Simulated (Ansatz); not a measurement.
InCo₃SnS₂:
```cif
data_Co3InS2Sn
_chemical_formula_sum 'In1 Co3 Sn1 S2'
_space_group_name_H-M_alt 'P 1'
_space_group_IT_number 1
_cell_length_a 5.38466
_cell_length_b 5.38466
_cell_length_c 5.38466
_cell_angle_alpha 57.954
_cell_angle_beta 57.954
_cell_angle_gamma 57.954
loop_
_space_group_symop_operation_xyz
  'x, y, z'
loop_
_atom_site_label
_atom_site_type_symbol
_atom_site_fract_x
_atom_site_fract_y
_atom_site_fract_z
_atom_site_occupancy
In1 In 0.50000 0.50000 0.50000 1
Co1 Co 0.00000 0.50000 0.50000 1
Co2 Co 0.50000 0.00000 0.50000 1
Co3 Co 0.50000 0.50000 0.00000 1
Sn1 Sn 0.00000 0.00000 0.00000 1
S1 S 0.22019 0.22019 0.22019 1
S2 S 0.77981 0.77981 0.77981 1
```

Relaxed with PBEsol. 

**Question.** HSE06 on this cell (Ansatz, a first-principles code, PAW) gives a gap of 0.68 eV. What does PBEsol give?

**Answer.** 0.15 eV.

Cost on shared cores: the PBEsol run (SCF on a 7×7×7 mesh, then bands and DOS) about 2.2 core-minutes (a rough figure), the HSE06 run (SCF on 4×4×4, then a few points) very roughly 9 core-minutes; the tasks are unlike.

Space group R-3m. The workflow started from a Materials Project entry (that database holds measured and hypothetical structures alike); the Crystallography Open Database copy checked does not list it. Its standing as an ambient phase is unchecked. The PBEsol relaxation kept the symmetry of its start; its stability against distortions is not shown here. The run is not spin-polarised. Spin–orbit coupling is left out wherever it is not named.

Potentials: the later of the program's two PAW sets.

Ansatz is a plane-wave DFT program.
